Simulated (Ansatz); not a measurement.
Relaxed-ion elastic tensor of Ga₂O₃ in space group C2/m (No. 12; Pearson symbol mS20) in GPa (Voigt order), PBEsol in the plane-wave PAW code Ansatz; density 5.90 g/cm³, 10.56 Å³ per atom.

```
  223    117    130    0.0  -17.4    0.0
  117    332   80.2    0.0   11.7    0.0
  130   80.2    328    0.0    7.7    0.0
  0.0    0.0    0.0   51.8    0.0   18.4
-17.4   11.7    7.7    0.0   65.9    0.0
  0.0    0.0    0.0   18.4    0.0   91.7
```

Is the crystal mechanically stable?

Yes: the smallest eigenvalue of C is 44.6 GPa.

Work out the Voigt, Reuss and Hill averages.

K_V = 171, K_R = 168, K_H = 170; G_V = 78.8, G_R = 66.8, G_H = 72.8 GPa.

Give Young's modulus, Poisson's ratio, Pugh's ratio and the universal anisotropy index.

E = 9KG/(3K + G) = 191 GPa; ν = 0.31; K/G = 2.33 (ductile by the Pugh limit of 1.75); A_U = 5G_V/G_R + K_V/K_R − 6 = 0.91.

Estimate the sound speeds and the Debye temperature.

v_l = √((K + 4G/3)/ρ) = 6730 m/s, v_t = √(G/ρ) = 3510 m/s, mean 3930 m/s; Θ = (h/k)(3n/4πV)^(1/3) v_m = 534 K.

Solve the Christoffel equation for the three sound speeds along x, y, z.

Eigenvalues of C_ijkl n_j n_l equal ρv². In km/s, slowest first: x 3.29, 3.94, 6.17; y 2.75, 4.09, 7.50; z 2.96, 3.34, 7.46.

How much does each axis shrink under pressure?

Linear compressibilities β_i = Σ_j S_ij (j = 1 to 3): x 2.7, y 1.7, z 1.6 per TPa.

Symmetry was held in the PBEsol relaxation.

Potentials: the later of the program's two PAW sets.
